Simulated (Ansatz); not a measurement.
Mg:
```xyz
2
Lattice="3.2282 0.0000 0.0000 -1.6141 2.7957 0.0000 0.0000 0.0000 5.1479" Properties=species:S:1:pos:R:3 pbc="T T T"
Mg     0.0000     1.8638     1.2870
Mg     1.6141     0.9319     3.8609
```

Relaxed with r²SCAN+D4. Special points in fractions of this cell's reciprocal vectors: Γ (0.000, 0.000, 0.000); M (0.500, 0.000, 0.000); K (0.333, 0.333, 0.000); A (0.000, 0.000, 0.500); L (0.500, 0.000, 0.500); H (0.333, 0.333, 0.500).

Question: List the band energies nearest the Fermi level at these points for DFT-r²SCAN+D4 in the program Ansatz with PAW potentials.

Answer: In eV from the Fermi level; about four levels below and three above (degenerate sets whole), none deeper than 8.9 eV; … stands for higher levels left out; points with the same levels are listed once.

| k | below | above |
|---|---|---|
| Γ | -7.34 -1.78 -1.02 | 11.41 11.41 11.53 11.53 |
| M | -2.40 -2.26 | 2.82 3.14 3.67 |
| K | -0.84 -0.67 -0.67 | 4.37 4.37 4.71 |
| A | -5.83 -5.83 | 5.64 5.64 … |
| L | -1.26 -1.26 -0.42 -0.42 | 8.42 8.42 … |
| H | – | 0.12 0.12 0.59 0.59 |

Space group P6_3/mmc (hcp (Mg type)). The r²SCAN+D4 relaxation kept the symmetry of its start. The pairwise dispersion correction was not fitted to metals.

Potentials: the earlier of the program's two PAW sets.
